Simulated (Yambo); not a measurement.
A G0W0@PBEsol run in Yambo for AgI (space group P6_3mc, No. 186) (3×3×1 Γ-centred k mesh, bands 17 to 392 and a 7 Ry block in the screening, 392 bands in G with the Bruneval-Gonze terminator, plasmon pole fitted at 27.2 eV) gives these matrix elements, in eV, at the band edges (Γ → Γ):

```json
[
 {"state": "valence edge", "E0": "0.000", "<Vxc>": "-15.034", "<Σx>": "-18.238", "<Σc(E0)>": "2.233", "Z": "0.798"},
 {"state": "conduction edge", "E0": "1.319", "<Vxc>": "-9.970", "<Σx>": "-6.024", "<Σc(E0)>": "-3.489", "Z": "0.820"}
]
```

### Question
Solve the linearised quasiparticle equation for both states, give the gap, and say how exchange and correlation each act on it.

### Answer
E = E0 + Z(Σx + Σc − Vxc). Valence: 0.000 + 0.798 × (-18.238 + (2.233) − (-15.034)) = -0.78 eV. Conduction: 1.319 + 0.820 × (-6.024 + (-3.489) − (-9.970)) = 1.69 eV. The gap is 2.47 eV, against 1.32 eV in PBEsol. Replacing Vxc by bare exchange alone would open it by 7.15 eV; correlation takes back 5.72 eV of that, and Z scales what is left. Nearest settings tried, and what they do to the gap: 256 bands in G: +3 meV; 188 bands in W: +60 meV; 6 Ry block (447 vectors against 539): -15 meV. Not varied: mesh. So the settings aren't converged at that level. The k mesh is coarse. Spin-orbit coupling is left out, which matters for elements this heavy: edges can move by tenths of an eV.

Geometry relaxed with PBE+D3(BJ); primitive cell a = 4.433 Å, b = 4.433 Å, c = 14.587 Å, α = 90.00°, β = 90.00°, γ = 120.00°.
